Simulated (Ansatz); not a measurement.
**Relaxing a structure of Ni**

The start is a generated trial cell of Ni in the beta-W structure type. Cell shape, volume and atoms are optimised at zero target pressure with PBE (plane waves to 420 eV, PAW, scalar-relativistic; Ansatz, a first-principles code). The first steps use a coarse 7×7×7 k-mesh.

Initial structure:
```
Ni
1.0
    4.46429     0.00000     0.00000
    0.00000     4.46429     0.00000
    0.00000     0.00000     4.46429
Ni
8
Direct
  0.25000   0.00000   0.50000
  0.75000   0.00000   0.50000
  0.00000   0.50000   0.25000
  0.00000   0.50000   0.75000
  0.50000   0.25000   0.00000
  0.50000   0.75000   0.00000
  0.00000   0.00000   0.00000
  0.50000   0.50000   0.50000
```
Spin-polarised start, with parallel moments on Ni.

```json
{
  "outcome": "The space group stays Pm-3n (No. 223) (the run could not lower it), with 8 atoms in the primitive magnetic cell",
  "volume_change": "+0.3 %, from 11.12 to 11.16 Å³/atom",
  "Shortest distances (start → end)": "The closest pairs of elements (up to four, under 3.6 Å), start → end: Ni–Ni 2.23 → 2.23 Å",
  "band_gap_at_the_end": "zero (metallic)",
  "moments_at_the_end": "net 0.60 μB/atom, ferromagnetic",
  "optimiser_moves": "2"
}
```

It ends as:

Space group Pm-3n (No. 223); a = b = c = 4.469 Å, α = β = γ = 90.00°

```json
[
 {"atom": "Ni", "site": "6c", "symmetry": "-4m.2", "x": "0.0000", "y": "0.5000", "z": "0.2500"},
 {"atom": "Ni", "site": "2a", "symmetry": "m-3.", "x": "0.0000", "y": "0.0000", "z": "0.0000"}
]
```

Final values are on a 11×11×11 k-mesh of the relaxed cell. Spin state reached: ferromagnetic (net 0.60 μB/atom), from parallel starting moments; other spin orders were not run from this start.

The run could not lose the symmetry of its start: the end is stationary, and may be a saddle point rather than a minimum.

All atoms sit on sites fixed by symmetry, so only the cell could relax.

The relaxed structure here is a generated cell of Ni: the first start was made by placing the elements on the sites of a structure type, and the end was not matched to a known phase here, so it may be hypothetical. Known forms of Ni include space group No. 225.
